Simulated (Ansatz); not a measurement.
AgRh (P-6m2), DFT, PBE, PAW with Ansatz's default frozen-core files, scalar-relativistic (Ansatz).

Command: `ansatz run input.yaml --threads 1 --pin off --max-ram 3072MiB --backend cpu --events-out ev --progress --plain --runs-dir out`

```yaml
crystal:
  lattice:
    - [2.7775881998, 0.0, 0.0]
    - [-1.3887940999, 2.4054619423, 0.0]
    - [0.0, 0.0, 4.808602]
  atoms:
    - { symbol: Ag, position: [0.0, 0.0, 0.5] }
    - { symbol: Rh, position: [0.6666666667, 0.3333333333, 0.0], spin: 23.0 }
magnetization:
  spin_polarized: true
  initial_magnetization: 23.0
  spin_locking: { lock_magnetization: hard }
kpoints:
  mp_grid: { grid: [14, 14, 7] }
scf:
  occupations: { method: fermi_dirac, width: 0.05 }
  max_iter: 75
  lower_state_search: "off"
hamiltonian:
  xc: pbe
  pseudopotentials: { kind: paw }
output:
  forces: true
  stress: true
  eigenvalues: true
```

Question: How does this run end?

Answer: Self-consistency was reached. The held moment exceeds what the valence shells can carry, so semicore states are emptied in one spin channel; any energy it gives is meaningless.
```
Warning: output.stress: scf.convergence.dr2_threshold = 1e-7 eV (the SCF's general default) is looser than the 2e-10 eV advised for a printed stress (1e-10 eV for each atom of the cell: 2). What an SCF threshold leaves in a stress goes as its square root, and in the free energy as the threshold itself, and one threshold admits the most on a small cell: of the crystals measured, under no hybrid fun …
Engine: ansatz 0.2.0
Pseudopotentials: kind: paw
Pseudopotential: Ag, paw, valence charge 19, recommended cutoff 420 eV (normal), Ag.paw.azcp
Pseudopotential: Rh, paw, valence charge 17, recommended cutoff 420 eV (normal), Rh.paw.azcp
Functional definition: PBE
  parameter kappa = 0.804
  parameter beta = 0.06672455060314922
  exchange = pbe_x(kappa = kappa, mu = beta*pi^2/3)
  correlation = pbe_c(beta = beta)
Crystal: 2 atoms, lattice volume = 32.128 Å³
Basis set: ecut = 420 eV, 641 PW (Γ), exchange–correlation on 40×40×72 points (8 copies of the dense FFT grid, shifted against one another)
Bands: 36, of which v1, the nominal top of the filled ones, is band 18 counted from 1 (17 counted from 0)
Symmetry: 12 space group operations
Space group: P-6m2 (ITA 187), of the structure as read, at distance tolerance 3.2e-5 Å
Magnetic group: BNS 187.209 (UNI 1439), of the structure as read, at distance tolerance 3.2e-5 Å
k-points: 96 of 1372 (time reversal used)
Non-local potential: Ag, projectors of the file, l = 0: 3, l = 1: 2, l = 2: 2, l = 3: 1
Non-local potential: Rh, projectors of the file, l = 0: 3, l = 1: 2, l = 2: 2, l = 3: 1
PAW form: soft (Blöchl's): semilocal exchange-correlation on the pseudo side does not see the compensation charge
PAW one-centre angular grid: Ag, 590 points (default); XC on 64 Gauss nodes
PAW one-centre angular grid: Rh, 590 points (default); XC on 64 Gauss nodes
Initial density: superposition of atomic densities (chi_scale 0.1, normalization cell)
Starting moments: Σ|m| = 23 μB on 1 of 2 sites
Initial wavefunctions: pseudopotential atomic-orbital guess
Functional: x = pbe(κ = 0.804, μ = 0.2195149727645171), c = pbe(β = 0.06672455060314922)
SCF iter   1: F=—  HF=-13751.345799 eV  |F-HF|=—  |Δ(HF+E_count)|=         —  Δρ=5.85e-1 (↑5.85e-1 ↓5.50e-1)  dr2=7.54e1  dr2_m=7.96e1  M=23.000 μB ∫|m|=23.000 μB  β_m=0.30  ethr=3.10e-3  ⟨swp⟩=7.9  Hψ=32110  notcnv=0  defer=2
preconditioner: auto → Kerker (q_TF=auto, 2.781 Å⁻¹)  [metal: Δε(μ)=0.004 eV  Ē_g=13.327 eV  σ=0.050 eV  W_gap=0.02  n_scr=10 (ndim 8)  ℏωp=20.6 eV  f_vac=0.000  D(μ)=8.81/eV (n_scr^D=208)]
spin=Collinear: Kerker preconditioning applied to the charge; magnetization (m = ρ↑ − ρ↓) channel mixes plain (no charge-response kernel on spin).
SCF iter   2: F=—  HF=-13750.434345 eV  |F-HF|=—  |Δ(HF+E_count)|=   9.11e-1  Δρ=4.19e-1 (↑4.19e-1 ↓3.95e-1)  dr2=4.53e1  dr2_m=3.97e1  M=23.000 μB ∫|m|=23.000 μB  β_m=0.65  ethr=3.10e-3  ⟨swp⟩=3.5  Hψ=18322  notcnv=0  defer=495
[...]
SCF iter  11: F=—  HF=-13738.064811 eV  |F-HF|=—  |Δ(HF+E_count)|=   1.06e-6  Δρ=9.29e-5 (↑2.95e-6 ↓9.29e-5)  dr2=6.61e-7  dr2_m=6.41e-7  M=23.000 μB ∫|m|=23.000 μB  β_m=0.99  ethr=5.65e-9  ⟨swp⟩=1.5  Hψ=9188  notcnv=0  defer=484
iter 12 met the thresholds in force, and the SCF goes on: an eigenvalue changes by 1.59 meV, over its tolerance of 0.50 meV (output.eigenvalues, Limitations)
SCF iter  12: F=-13738.064811 eV  HF=-13738.064811 eV  |F-HF|=7.15e-9  |Δ(HF+E_count)|=   2.48e-7  Δρ=1.00e-5 (↑5.55e-7 ↓1.00e-5)  dr2=7.82e-9  dr2_m=7.48e-9  M=23.000 μB ∫|m|=23.000 μB  β_m=1.00  ethr=2.78e-10  ⟨swp⟩=11.5  Hψ=38926  notcnv=0
[...]
Harris-Foulkes:  -13738.064811 eV  (|F-HF|=4.95e-10)
Internal energy: -13737.994536 eV  (E = F + TS)
E sigma→0 (E₀):  -13738.029674 eV
Entropy (-TS):   -0.070275 eV (-35.138 meV/atom)
Fermi energy:    2.645066 (↑ 39.329735, ↓ -34.039604) eV
--- Per-component energies (eV) ---
  E_band       = -448.661933
  E_kinetic    = 1153.737553
  E_local      = -3338.826325  (includes V_loc(G=0)·N_el)
  E_nonlocal   = 421.748294
  E_hartree    = 1219.800998
  E_xc         = -426.817624
  E_vxc        = -542.377175  (∫ρ·V_xc dr)
  E_paw        = -7424.403371  (= ΣΔE_a)
  E_vpaw       = -582.547193  (= ΣTr[D̂ρ^β])
  E_aug_tail   = 0.001079  (compensation charges beyond the density's cutoff)
  E_ewald      = -5343.235140
  E_smearing   = -0.070275  (= −TS)
  E_closure    = 0.000000  (closes the sum)
  Σ components = -13738.064811   (vs F -13738.064811, Δ=0.00e0)
--- Forces (eV/Å), atoms counted from 1 ---
  atom   1  Ag    -0.00000000    -0.00000000    -0.00000000
  atom   2  Rh     0.00000000     0.00000000     0.00000000
  max |Σ_I F_I| component: 3.70e-17 eV/Å
--- Stress (GPa, compression-positive) ---
      408.523619      -0.000000       0.000000
        0.000000     408.523619       0.000000
        0.000000       0.000000     373.246979
  P = ⅓ Tr σ = 396.7647 GPa (3967.647 kbar)
--- Band table (eV; the first three rows and the last of 192) ---
  k-point 0 ↑: bands = ["-91.7640", "-74.8835", "-54.1975", "-54.1946", "-54.1946", "-42.7839", "-41.1328", "-41.1328", "0.0226", "0.2198", "0.2198", "0.8527", "0.8527", "4.8662", "6.5469", "6.5469", "6.6466", "6.6466", "8.3086", "16.2083", "17.0893", "32.9435", "32.9787", "34.2153", "35.0559", "35.0559", "37.9737", "37.9737", "38.8645", "38.8645", "39.7933", "41.0668", "41.5221", "41.5221", "41.9638", "45.1981"]
  k-point 1 ↑: bands = ["-91.7636", "-74.8835", "-54.1975", "-54.1946", "-54.1946", "-42.7840", "-41.1327", "-41.1327", "0.0257", "0.2191", "0.2191", "0.8534", "0.8534", "4.8782", "6.5488", "6.5488", "6.6458", "6.6458", "8.4534", "14.4977", "19.0728", "32.0359", "33.0570", "34.0446", "35.0803", "35.0803", "37.7338", "37.7338", "39.0755", "39.0755", "39.1452", "41.3680", "41.3680", "41.9548", "43.0471", "45.4098"]
  k-point 2 ↑: bands = ["-91.7638", "-74.8835", "-54.1974", "-54.1946", "-54.1946", "-42.7843", "-41.1327", "-41.1327", "0.0326", "0.2172", "0.2172", "0.8547", "0.8547", "4.9039", "6.5539", "6.5539", "6.6428", "6.6428", "8.8824", "12.7376", "21.6579", "29.9636", "32.9438", "33.6339", "35.1684", "35.1684", "37.2472", "37.2472", "39.4049", "39.4049", "39.4871", "41.2112", "41.2112", "43.0500", "44.0805", "45.2670"]
  k-point 95 ↓: bands = ["-86.1558", "-67.2762", "-48.5709", "-48.5566", "-48.4809", "-34.1733", "-34.1383", "-33.9159", "6.1463", "6.1928", "6.2595", "6.4659", "6.5126", "13.2892", "13.3356", "13.5036", "13.8432", "14.2580", "24.4460", "25.1286", "26.4306", "27.1148", "27.7963", "29.3970", "36.6965", "37.5447", "39.3582", "41.0242", "41.8384", "42.6988", "48.4118", "49.5586", "49.8507", "50.8151" …
```
